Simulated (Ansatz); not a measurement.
Sn3Ge:
```cif
data_GeSn3
_chemical_formula_sum 'Ge1 Sn3'
_space_group_name_H-M_alt 'P 1'
_space_group_IT_number 1
_cell_length_a 4.54900
_cell_length_b 4.54900
_cell_length_c 6.45451
_cell_angle_alpha 90.000
_cell_angle_beta 90.000
_cell_angle_gamma 90.000
loop_
_space_group_symop_operation_xyz
  'x, y, z'
loop_
_atom_site_label
_atom_site_type_symbol
_atom_site_fract_x
_atom_site_fract_y
_atom_site_fract_z
_atom_site_occupancy
Ge1 Ge 0.00000 0.00000 0.00000 1
Sn1 Sn 0.50000 0.00000 0.23407 1
Sn2 Sn 0.50000 0.50000 0.50000 1
Sn3 Sn 0.00000 0.50000 0.76593 1
```

Relaxed with PBE.

Which orbitals make up the states near the Fermi level in PBE in the plane-wave PAW code Ansatz?

Within 0.5 eV of the Fermi level: Sn 5p 63 %, Ge 4p 21 %, Sn 5s 9 %, Ge 4s 5 %. Projections are on Löwdin-orthogonalised atomic valence shells; empty p or d shells of many metals are not among them.

Tabulate the density of states.

States/eV per cell of 4 atoms, in 0.25 eV bins, energy from the Fermi level.

```
E (eV)  total  Sn 5p  Ge 4p  Sn 5s
------  -----  -----  -----  -----
-7.85    0.95   0.22   0.05   0.54
-7.60    0.24   0.05   0.02   0.16
-7.35    0.14   0.02   0.02   0.09
-7.10    1.06   0.21   0.15   0.63
-6.85    1.42   0.32   0.17   0.78
-6.60    1.77   0.45   0.20   0.90
-6.35    2.43   0.72   0.28   1.11
-6.10    1.79   0.53   0.23   0.84
-5.85    1.29   0.38   0.16   0.62
-5.60    1.10   0.32   0.14   0.54
-5.35    0.94   0.27   0.12   0.46
-5.10    0.75   0.22   0.10   0.36
-4.85    0.61   0.17   0.08   0.29
-4.60    0.51   0.14   0.08   0.25
-4.35    0.45   0.12   0.07   0.22
-4.10    0.40   0.10   0.07   0.19
-3.85    0.33   0.09   0.06   0.15
-3.60    0.28   0.07   0.05   0.12
-3.35    0.35   0.15   0.08   0.09
-3.10    3.10   2.11   0.80   0.12
-2.85    2.96   2.02   0.74   0.14
-2.60    3.03   2.02   0.82   0.14
-2.35    3.55   2.32   1.03   0.14
-2.10    3.92   2.61   1.12   0.13
-1.85    3.49   2.31   1.03   0.10
-1.60    2.90   2.00   0.79   0.07
-1.35    2.85   2.14   0.62   0.05
-1.10    2.19   1.70   0.41   0.04
-0.85    2.22   1.82   0.35   0.03
-0.60    1.18   0.92   0.24   0.01
-0.35    0.69   0.52   0.15   0.01
-0.10    0.37   0.26   0.08   0.02
0.15     0.22   0.10   0.04   0.05
0.40     0.55   0.25   0.10   0.11
0.65     0.93   0.42   0.19   0.19
0.90     1.54   0.74   0.28   0.31
1.15     2.55   1.25   0.45   0.50
1.40     3.91   2.02   0.60   0.79
1.65     3.19   1.61   0.51   0.75
1.90     2.83   1.36   0.52   0.64
2.15     2.17   1.09   0.38   0.42
2.40     1.92   1.07   0.31   0.30
2.65     2.35   1.35   0.42   0.32
2.90     2.62   1.55   0.53   0.24
3.15     3.98   2.52   0.69   0.24
3.40     3.38   2.14   0.55   0.23
3.65     2.84   1.76   0.52   0.16
3.90     2.82   1.67   0.52   0.11
4.15     3.41   1.90   0.59   0.13
4.40     3.41   1.78   0.58   0.15
```

Space group P-4m2. The start of the workflow was typed in or built on a structure type; neither database checked (COD, Materials Project) lists it. Whether it is the stable phase at ambient conditions was not checked. Symmetry was held in the PBE relaxation; whether a distortion lowers the energy is not shown. Spin–orbit coupling is left out wherever it is not named.

Potentials: the earlier of the program's two PAW sets.
